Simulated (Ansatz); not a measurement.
NbNO:
```xyz
6
Lattice="-1.9431 1.9431 5.0626 1.9431 -1.9431 5.0626 1.9431 1.9431 -5.0626" Properties=species:S:1:pos:R:3 pbc="T T T"
Nb     0.0000     0.0000     0.1366
Nb     0.0000     1.9431     2.6679
N      0.0000     1.9431     4.5882
N      0.0000     0.0000     2.0569
O      0.0000     0.0000     7.9316
O      0.0000     1.9431     0.3377
```

Tensor components refer to the Cartesian frame of this cell.

**Question.** Give the high-frequency dielectric tensor and the Born effective charge tensors of the independent atoms from DFPT, plane-wave PAW LDA (Ansatz code).

**Answer.** 
ε∞:
```
9.55  0.00  0.00
0.00  9.55  0.00
0.00  0.00  8.31
```
Z* of atom 1 (Nb), rows: field, columns: displacement, in e:
```
7.49  0.00  0.00
0.00  8.49  0.00
0.00  0.00  6.81
```
Z* of atom 3 (N), rows: field, columns: displacement, in e:
```
-6.47   0.00   0.00
 0.00  -1.21   0.00
 0.00   0.00  -4.24
```
Z* of atom 5 (O), rows: field, columns: displacement, in e:
```
-6.90   0.00   0.00
 0.00  -1.40   0.00
 0.00   0.00  -2.57
```

Space group I4_1md. The first step of the workflow began from a Materials Project structure, measured or hypothetical; the Crystallography Open Database copy checked does not list it. COD files the formula under space group No. 14. Its standing as an ambient phase is unchecked. Symmetry was held in the LDA relaxation; its stability against distortions is not shown here. The run is not spin-polarised. Spin–orbit coupling is left out wherever it is not named.

Potentials: the later of the program's two PAW sets.
